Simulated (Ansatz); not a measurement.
Pb₂Br₂Cl: input and output

Input file of Ansatz 0.2.0:

```yaml
crystal:
  lattice:
    - [0.0, 4.409765, 0.0]
    - [4.409765, 0.0, 0.0]
    - [2.204883, 2.204883, -7.330812]
  atoms:
    - { symbol: Pb, position: [0.15, 0.15, 0.7] }
    - { symbol: Pb, position: [0.85, 0.85, 0.3] }
    - { symbol: Br, position: [0.75, 0.25, 0.5] }
    - { symbol: Br, position: [0.25, 0.75, 0.5] }
    - { symbol: Cl, position: [0.5, 0.5, 0.0] }
  symmetry: { tolerance: 0.0003 }
kpoints:
  mp_grid: { grid: [8, 8, 8], shift: [0, 0, 0] }
  band_path:
    path:
      - [0.0, 0.0, 0.0]
      - [0.5, 0.5, 0.5]
      - [0.5, 0.5, 0.25]
      - [0.0, 0.5, 0.0]
      - [0.0, 0.0, 0.0]
      - [0.0, 0.0, -0.5]
      - [0.0, 0.45476894, -0.27261553]
      - [0.0, 0.54523106, 0.27261553]
      - [0.0, 0.0, 0.0]
      - [0.5, 0.5, 0.5]
      - [0.45476894, 0.54523106, 0.5]
    npoints: 6
magnetization:
  spin_polarized: false
scf:
  occupations: { method: fermi_dirac }
  lower_state_search: "off"
  max_iter: 200
hamiltonian:
  pseudopotentials: { kind: paw }
  xc: r2scan
basis:
  ecutwfc: 500
  fft_grid_basis: typed
output:
  forces: true
  stress: true
  eigenvalues: true
  bader: true
  populations: true
  elf: true
  write_potential: true
  volumetric_format: npy
  dos:
    e_range: [-12, 8]
    de: 0.05
    projected: { site_lists: { Br: [Br], Cl: [Cl], Pb: [Pb] } }
checkpoint:
  read: saved_state
```

The saved state is an earlier solution for the same cell, perhaps on another mesh. 

Output (shortened):

```
Free energy (F): -30510.6297 eV
Harris-Foulkes:  -30510.6297 eV  (|F-HF|=2.45e-8)
Internal energy: -30510.5665 eV  (E = F + TS)
E sigma→0 (E₀):  -30510.5981 eV
Entropy (-TS):   -0.0632 eV (-12.632 meV/atom)
Fermi energy:    8.7124 eV
--- Forces (eV/Å), atoms counted from 1 ---
  atom   1  Pb     0.0000     0.0000    -5.2095
  atom   2  Pb     0.0000     0.0000     5.2095
  atom   3  Br     0.0000     0.0000     0.0000
  atom   4  Br     0.0000     0.0000     0.0000
  atom   5  Cl     0.0000     0.0000     0.0000
--- Stress (GPa, compression-positive) ---
       22.3652       0.0000       0.0000
        0.0000      22.3652       0.0000
        0.0000       0.0000      11.9701
  P = ⅓ Tr σ = 18.9002 GPa (189.002 kbar)
--- Löwdin populations: 5 sites ---
  site symbol       q [e]
     0     Pb     13.5972
     1     Pb     13.5972
     2     Br      6.9305
     3     Br      6.9305
     4     Cl      7.6098
  spilling = 0.0068 (of n_electrons = 49.0000)
--- Bader charges: 5 sites ---
  site symbol  charge [e]  shift [e]
     0     Pb      0.9914     0.0006
     1     Pb      0.9914     0.0006
     2     Br     -0.5791     0.0006
     3     Br     -0.5791     0.0006
     4     Cl     -0.8245     0.0000
```

Origin: a known structure type with other elements, at an estimated volume, so it need not be a known compound. Caveats: many states at the Fermi level without spin polarisation, so a magnetic state may lie lower; atoms or cell far from equilibrium.
